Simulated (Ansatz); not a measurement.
A run on B6As

```yaml
crystal:
  lattice:
    - [3.0684222178, 1.7715543934, 3.9649353976]
    - [-3.0684222178, 1.7715543934, 3.9649353976]
    - [0.0, -3.5431087869, 3.9649353976]
  atoms:
    - { symbol: b, position: [0.01528972, 0.01528972, 0.32487848] }
    - { symbol: B, position: [0.01528972, 0.32487848, 0.01528972] }
    - { symbol: B, position: [0.8218557, 0.27248649, 0.8218557] }
    - { symbol: B, position: [0.8218557, 0.8218557, 0.27248649] }
    - { symbol: B, position: [0.27248649, 0.8218557, 0.8218557] }
    - { symbol: B, position: [0.72751351, 0.1781443, 0.1781443] }
    - { symbol: B, position: [0.1781443, 0.72751351, 0.1781443] }
    - { symbol: B, position: [0.1781443, 0.1781443, 0.72751351] }
    - { symbol: B, position: [0.98471028, 0.67512152, 0.98471028] }
    - { symbol: B, position: [0.98471028, 0.98471028, 0.67512152] }
    - { symbol: B, position: [0.67512152, 0.98471028, 0.98471028] }
    - { symbol: B, position: [0.32487848, 0.01528972, 0.01528972] }
    - { symbol: As, position: [0.60055235, 0.60055235, 0.60055235] }
    - { symbol: As, position: [0.39944765, 0.39944765, 0.39944765] }
kpoints:
  mp_grid: { grid: [6, 6, 6] }
scf:
  occupations: { method: fermi_dirac, width: 0.05 }
  max_iter: 100
hamiltonian:
  xc: pbe
  pseudopotentials: { kind: paw, frozen_core: stored }
output:
  forces: true
  stress: true
  populations: true
  efg: { quadrupole_moments_barn: { B: 0.04059, As: 0.311 } }
```

```sh
ansatz run input.yaml --threads 1 --pin off --max-ram 3072MiB --backend cpu --events-out ev --progress --plain --runs-dir out
```

Q: What happens when this input is run?

A: The input was rejected before any iteration. The input holds an unknown element. The program says:

```
Error: YAML parse error: error: line 7 column 17: `b` is not an element symbol (H … Og, case-exact)
 --> <input>:7:17
  |
5 |     - [0.0, -3.5431087869, 3.9649353976]
6 |   atoms:
7 |     - { symbol: b, position: [0.01528972, 0.01528972, 0.32487848] }
  |                 ^ `b` is not an element symbol (H … Og, case-exact)
8 |     - { symbol: B, position: [0.01528972, 0.32487848, 0.01528972] }
9 |     - { symbol: B, position: [0.8218557, 0.27248649, 0.8218557] }
  |
```

Against a sound input the change was `crystal.atoms[0].symbol`: B → b; `scf.max_iter`: not typed → 100.

With the sound settings the run converges and gives V_zz (10²¹ V/m²) B1 -1.30 (η 0.25), B3 0.30 (η 0.62), As 17.92 (η 0.00); a site carries the number of its first atom in the input.
